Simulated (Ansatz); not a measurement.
Data:

BRh:
```
CELL_PARAMETERS angstrom
      2.70524     0.00000     0.00000
      0.00000     2.70524     0.00000
      0.00000     0.00000     2.70524
ATOMIC_POSITIONS crystal
  Rh 0.00000 0.00000 0.00000
  B  0.50000 0.50000 0.50000
```

This is the PBE-relaxed structure.

Task: All from plane-wave PAW PBE (Ansatz code), unless another level is named. Predict the electronic character.

Result: metallic (no gap).

Task: Give the density of states at the Fermi level.

Result: 0.30 states/eV per atom (mean over ±0.08 eV).

Task: Predict the gap with spin–orbit coupling.

Result: none (metallic).

Space group Pm-3m (CsCl type). The cell is a constructed one: a structure type filled with these elements; neither database checked (COD, Materials Project) lists it. Its standing as an ambient phase is unchecked. Symmetry was held in the PBE relaxation; whether a distortion lowers the energy is not shown. The run is not spin-polarised. Scalar-relativistic: spin–orbit coupling is off unless named, which matters more the heavier the elements.

Potentials: the earlier of the program's two PAW sets.
